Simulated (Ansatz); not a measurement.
This Mg₃CdSe₄ structure is the end of a relaxation. The cell was found from a structure generator's guess, not taken from experiment.

Computed with DFT PBE, scalar-relativistic, plane waves, PAW (Ansatz). Cutoff 420 eV, Γ-centred mesh, Gaussian smearing, no spin polarisation.

```cif
data_structure
_symmetry_space_group_name_H-M 'P 1'
_symmetry_Int_Tables_number 1
_cell_length_a 3.9405
_cell_length_b 3.9405
_cell_length_c 11.1693
_cell_angle_alpha 90.000
_cell_angle_beta 90.000
_cell_angle_gamma 90.000
_cell_volume 173.43
loop_
_atom_site_label
_atom_site_type_symbol
_atom_site_fract_x
_atom_site_fract_y
_atom_site_fract_z
_atom_site_occupancy
Mg1 Mg 0.50000 0.50000 0.25336 1
Mg2 Mg 0.00000 0.00000 0.50000 1
Mg3 Mg 0.50000 0.50000 0.74664 1
Cd1 Cd 0.00000 0.00000 0.00000 1
Se1 Se 0.00000 0.00000 0.25567 1
Se2 Se 0.50000 0.50000 0.50000 1
Se3 Se 0.00000 0.00000 0.74433 1
Se4 Se 0.50000 0.50000 0.00000 1
```

The zero of energy is the elements' standard structures at the same level; no fitted shifts are applied.

Q: What space group does it have?

A: P4/mmm (No. 123), with Mg and Cd ordered on rock salt sites. Conventional cell: a = 3.940 Å, c = 11.169 Å. Mg on a site of symmetry 4mm is surrounded by 6 Se at 2.75–2.83 Å; Mg on a site of symmetry 4/mmm has 6 Se at 2.73–2.79 Å; Cd is surrounded by 6 Se at 2.79–2.86 Å; Se on a site of symmetry 4mm is surrounded by 5 Mg at 2.73–2.79 Å and 1 Cd at 2.86 Å; 2 more sites not described.

Q: How far does it lie from the elements in energy?

A: −1.040 eV/atom. Whether it is stable depends on the other phases of the system, which aren't compared here.

Q: Is it a metal?

A: No, the gap on the 10×10×4 mesh is 0.39 eV.

The last run used a 10×10×4 mesh (in the run's order of axes) for its 8-atom cell and Gaussian smearing of 0.02 eV. Kohn–Sham gaps at this level usually fall short of measured ones. The reference form of Se is held partly by dispersion forces, which this level lacks. Small gaps are read on the mesh alone, and bands can cross between its points. A later test with randomly moved atoms came back to the same energy, though modes that don't fit the test's cell weren't probed.
